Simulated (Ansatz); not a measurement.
Input:

YGe:
```xyz
2
Lattice="3.7574 0.0000 0.0000 -1.8787 3.2540 0.0000 0.0000 0.0000 4.1400" Properties=species:S:1:pos:R:3 pbc="T T T"
Y      0.0000     0.0000     0.0000
Ge     1.8787     1.0847     2.0700
```

This is the PBE-relaxed structure.

All from DFT-PBE in the program Ansatz with PAW potentials, unless another level is named. Give the electronic character.

metallic (no gap).

Predict the formation energy from the elements (no fitted shifts).

-0.49 eV/atom.

What about the density of states at the Fermi level?

0.92 states/eV per atom (mean over ±0.08 eV).

Space group P-6m2. A made-up cell: these elements were put on the sites of a structure type; neither database checked (COD, Materials Project) lists it. Its standing as an ambient phase is unchecked. The PBE relaxation kept the symmetry of its start; whether a distortion lowers the energy is not shown. No spin polarisation was allowed. The references are the lowest solids computed at this level, not always the standard phases. Spin–orbit coupling is left out wherever it is not named.

Potentials: the later of the program's two PAW sets.
